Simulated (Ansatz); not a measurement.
**TiGe4Mo: a bulk modulus from differences**

The structure comes from a generated guess, relaxed at this level; another structure or a mixture of phases may lie lower.

All numbers below come from DFT PBE, scalar-relativistic, plane waves, PAW in Ansatz. Plane waves to 420 eV, a 10×10×8 mesh through Γ for the 6-atom cell and 0.10 eV Gaussian smearing; no spin polarisation.

```
Ti Ge Mo
1.0
     2.37773   -4.20605    0.00000
     2.37773    4.20605    0.00000
     0.00000    0.00000    4.72918
Ti Ge Mo
1 4 1
Direct
  0.50000 0.50000 0.50000
  0.66105 0.33895 0.00000
  0.16432 0.83568 0.50000
  0.33895 0.66105 0.00000
  0.83568 0.16432 0.50000
  0.00000 0.00000 0.00000
```

The cell was set to several volumes, with shape and atoms relaxed at each where symmetry leaves them free. Pressure is positive in compression, and energies count from the lowest row. No row has a gap on its mesh.

```tsv
row	V (Å³/atom)	P (GPa)	ΔE (meV/atom)
1	13.873	23.07	120.5
2	14.346	?	?
3	14.819	9.57	26.5
4	15.292	4.37	6.2
5	15.765	-0.01	0.0
6	16.238	-3.69	5.7
7	16.711	-6.77	21.3
8	17.342	-10.12	54.9
```

Task: Find B = −V·ΔP/ΔV from rows 4 and 6 and from rows 1 and 3, and from the two its slope B′ and its value B0 at zero pressure.

Result: Rows 4 and 6 give −(15.292 + 16.238)/2 × (-3.69 − (4.37))/(16.238 − 15.292) = 134.3 GPa at a mean pressure of 0.34 GPa. Rows 1 and 3 give −(13.873 + 14.819)/2 × (9.57 − (23.07))/(14.819 − 13.873) = 204.7 GPa at a mean pressure of 16.32 GPa. So B′ = (204.7 − 134.3)/(16.32 − (0.34)) = 4.41 and B0 = 134.3 − 4.41 × (0.34) = 132.8 GPa. A third-order Birch–Murnaghan fit to all the energies gives B0 = 133.5 GPa and B′ = 4.7.

Task: Estimate the pressure and energy of row 2.

Result: From row 5, V0 = 15.765 × (1 + (-0.01)/132.8) = 15.764 Å³/atom. Murnaghan's form P = (B0/B′)·[(V0/V)^B′ − 1] gives (132.8/4.41) × [(15.764/14.346)^4.41 − 1] = 15.52 GPa; the computed pressure is 15.74 GPa, so the estimate is off by -0.22 GPa. The work of compression from row 3, with the mean of the two pressures, gives ΔE = 26.5 + (15.52 + 9.57)/2 × (14.819 − 14.346)/160.2 × 1000 = 63.5 meV/atom (1 eV/Å³ = 160.2 GPa); the computed value is 63.5 meV/atom.

All volumes keep the k mesh of the relaxed cell. Symmetry constrained the relaxation, so the result can be a saddle point.
